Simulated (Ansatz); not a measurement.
Ansatz input file:

```yaml
crystal:
  lattice:
    - [4.3073562744, -4.3009979412, 0.0]
    - [4.3073562744, 4.3009979412, 0.0]
    - [0.0, 0.0, 11.2558523554]
  atoms:
    - { symbol: K, position: [0.5, 0.0, 0.3092481955] }
    - { symbol: K, position: [0.0, 0.5, 0.6907518045] }
    - { symbol: K, position: [0.0, 0.5, 0.3092481955] }
    - { symbol: K, position: [0.5, 0.0, 0.6907518045] }
    - { symbol: K, position: [0.0, 0.0, 0.0] }
basis:
  ecutwfc: 420
kpoints:
  mp_grid: { grid: [6, 6, 4] }
hamiltonian:
  xc: pbesol
scf:
  occupations: { method: gaussian, width: 0.1 }
output:
  forces: true
  stress: true
  eigenvalues: true
relax:
  adjacent_minimum: "off"
  f_tol: 0.01
  max_steps: 30
  cell: { stress_tol: 0.1, fix: [volume] }
```

Launched with
```bash
ansatz run input.yaml --threads 1 --pin off --max-ram 2560MiB --backend cpu --events-out ev --progress --plain --runs-dir out
```

These are results of Ansatz 0.2.0, DFT PBEsol, scalar-relativistic, plane waves, PAW, not measurements.

From the run's log, abridged (iterations and final results):

```
SCF iter   1: F=—  HF=-7579.559495 eV  |F-HF|=—  |Δ(HF+E_count)|=         —  Δρ=1.09e-3  dr2=8.60e-3  ethr=1.77e-3  ⟨swp⟩=7.1  Hψ=5232  notcnv=0
SCF iter   2: F=—  HF=-7579.559476 eV  |F-HF|=—  |Δ(HF+E_count)|=   1.92e-5  Δρ=3.34e-4  dr2=8.85e-4  ethr=1.91e-5  ⟨swp⟩=2.9  Hψ=2349  notcnv=0
SCF iter   3: F=—  HF=-7579.559375 eV  |F-HF|=—  |Δ(HF+E_count)|=   1.01e-4  Δρ=2.51e-4  dr2=3.12e-4  ethr=1.97e-6  ⟨swp⟩=2.0  Hψ=1943  notcnv=0
SCF iter   4: F=—  HF=-7579.559277 eV  |F-HF|=—  |Δ(HF+E_count)|=   9.76e-5  Δρ=4.13e-5  dr2=1.48e-5  ethr=6.94e-7  ⟨swp⟩=2.0  Hψ=1768  notcnv=0
SCF iter   5: F=—  HF=-7579.559139 eV  |F-HF|=—  |Δ(HF+E_count)|=   1.39e-4  Δρ=2.15e-5  dr2=2.56e-6  ethr=3.29e-8  ⟨swp⟩=2.0  Hψ=1777  notcnv=0
SCF iter   6: F=—  HF=-7579.559138 eV  |F-HF|=—  |Δ(HF+E_count)|=   4.71e-7  Δρ=4.22e-6  dr2=2.26e-7  ethr=5.68e-9  ⟨swp⟩=2.0  Hψ=1726  notcnv=0
SCF iter   7: F=-7579.559138 eV  HF=-7579.559138 eV  |F-HF|=7.36e-10  |Δ(HF+E_count)|=   4.16e-9  Δρ=1.06e-6  dr2=9.54e-9  ethr=2.22e-10  ⟨swp⟩=8.6  Hψ=4388  notcnv=0
SCF 1 converged in 7 iterations: F = -7579.559138 eV  dr2 = 9.54e-9
relax step   1: F+E_penalty+E_count = -7579.55913810 eV  Δ(F+E_penalty+E_count) = +0.000e0 eV  max|allowed force component| = 8.237e-4 eV/Å  Δτ_max = 0.0000 Å  P = -0.077 GPa  Ω = 417.050 Å³  fix = [volume]  reactions: volume -0.077 GPa (7 SCF iters, dr2 threshold 1.00e-7 eV, accepted)
Initial density: handed on by an earlier stage of this run
Initial wavefunctions: pseudopotential atomic-orbital guess (no wavefunctions were taken with the density)
SCF iter   1: F=—  HF=-7579.559274 eV  |F-HF|=—  |Δ(HF+E_count)|=         —  Δρ=1.09e-6  dr2=1.03e-8  ethr=1.70e-7  ⟨swp⟩=4.9  Hψ=8158  notcnv=0
SCF iter   2: F=—  HF=-7579.559138 eV  |F-HF|=—  |Δ(HF+E_count)|=   1.36e-4  Δρ=6.68e-7  dr2=3.23e-9  ethr=2.29e-11  ⟨swp⟩=3.6  Hψ=2343  notcnv=0
SCF iter   3: F=—  HF=-7579.559138 eV  |F-HF|=—  |Δ(HF+E_count)|=  1.95e-10  Δρ=4.72e-7  dr2=1.53e-9  ethr=7.17e-12  ⟨swp⟩=2.0  Hψ=1762  notcnv=0
SCF iter   4: F=-7579.559138 eV  HF=-7579.559138 eV  |F-HF|=2.82e-11  |Δ(HF+E_count)|=  2.64e-10  Δρ=9.45e-8  dr2=5.59e-11  ethr=1.00e-12  ⟨swp⟩=4.3  Hψ=4404  notcnv=0
SCF 2 converged in 4 iterations: F = -7579.559138 eV  dr2 = 5.59e-11
SCF converged after 4 iterations
Free energy (F): -7579.559138 eV
Harris-Foulkes:  -7579.559138 eV  (|F-HF|=2.82e-11)
Internal energy: -7579.532376 eV  (E = F + TS)
E sigma→0 (E₀):  -7579.545757 eV
Entropy (-TS):   -0.026762 eV (-5.352 meV/atom)
Fermi energy:    1.292001 eV
--- Per-component energies (eV) ---
  E_band       = -740.595492
  E_kinetic    = 1258.735078
  E_local      = -4044.033866  (includes V_loc(G=0)·N_el)
  E_nonlocal   = 69.252179
  E_hartree    = 1464.943297
  E_xc         = -659.090644
  E_vxc        = -807.335004  (∫ρ·V_xc dr)
  E_paw        = -3809.073295  (= ΣΔE_a)
  E_vpaw       = -147.100510  (= ΣTr[D̂ρ^β])
  E_aug_tail   = -0.000016  (compensation charges beyond the density's cutoff)
  E_ewald      = -1860.804534
  E_core_change = 0.539426  (= ΣΔE_core)
  E_smearing   = -0.026762  (= −TS)
--- Forces (eV/Å), atoms counted from 1 ---
  atom   1  K      0.00000000     0.00000000    -0.00082320
  atom   2  K      0.00000000     0.00000000     0.00082320
  atom   3  K      0.00000000     0.00000000    -0.00082320
  atom   4  K      0.00000000     0.00000000     0.00082320
  atom   5  K      0.00000000     0.00000000     0.00000000
--- Stress (GPa, compression-positive) ---
       -0.084200       0.000000       0.000000
        0.000000      -0.075395       0.000000
        0.000000       0.000000      -0.071530
  P = ⅓ Tr σ = -0.0770 GPa (-0.770 kbar)
--- Band table (eV; the first three rows and the last of 39) ---
  k-point 0: bands = ["-30.9251", "-30.9228", "-30.9165", "-30.9144", "-30.9042", "-14.5055", "-14.5045", "-14.4988", "-14.4981", "-14.4978", "-14.4788", "-14.4694", "-14.4493", "-14.4493", "-14.4381", "-14.4261", "-14.4259", "-14.4243", "-14.4240", "-14.4230", "-0.7561", "0.3626", "0.7479", "2.4134", "3.0767", "3.1318", "3.3309", "3.4288"]
  k-point 1: bands = ["-30.9250", "-30.9229", "-30.9165", "-30.9144", "-30.9042", "-14.5049", "-14.5038", "-14.5020", "-14.4996", "-14.4986", "-14.4787", "-14.4621", "-14.4491", "-14.4491", "-14.4381", "-14.4273", "-14.4270", "-14.4264", "-14.4233", "-14.4230", "-0.6769", "-0.0134", "1.2429", "2.4390", "2.7955", "2.9735", "3.2130", "3.4385"]
  k-point 2: bands = ["-30.9250", "-30.9229", "-30.9165", "-30.9144", "-30.9041", "-14.5049", "-14.5039", "-14.5029", "-14.5006", "-14.4996", "-14.4787", "-14.4543", "-14.4489", "-14.4489", "-14.4382", "-14.4313", "-14.4280", "-14.4277", "-14.4226", "-14.4224", "-0.5088", "-0.3263", "1.9220", "2.0063", "2.5832", "2.8523", "3.3411", "3.4512"]
  k-point 38: bands = ["-30.9208", "-30.9207", "-30.9186", "-30.9185", "-30.9042", "-14.5181", "-14.5162", "-14.5126", "-14.5041", "-14.4881", "-14.4879", "-14.4642", "-14.4641", "-14.4324", "-14.4324", "-14.4313", "-14.4255", "-14.4219", "-14.4162", "-14.4126", "1.4530", "1.5034", "1.5106", "1.5784", "1.6683", "1.7840", "1.7906", "1.9235"]
--- Relaxed structure (1 steps of the walk, 1 accepted, 1 SCFs on fresh bases) ---
  F+E_penalty+E_count = -7579.55913810 eV   max|allowed force component| = 8.232e-4 eV/Å   (the final SCF, on the basis selected at the relaxed cell)
  cell:  # Å, volume = 417.0503 Å³
    - [4.3073562744, -4.3009979412, 0.0]
    - [4.3073562744, 4.3009979412, 0.0]
    - [0.0, 0.0, 11.2558523554]
  atoms:
    - { symbol: K, position: [0.5, 0.0, 0.3092481955] }
    - { symbol: K, position: [0.0, 0.5, 0.6907518045] }
    - { symbol: K, position: [0.0, 0.5, 0.3092481955] }
    - { symbol: K, position: [0.5, 0.0, 0.6907518045] }
    - { symbol: K, position: [0.0, 0.0, 0.0] }
```

The relaxation met its thresholds.

The run took 59 s on 1 thread of Arm Neoverse V1, with other jobs on the host, peak memory 0.71 GiB.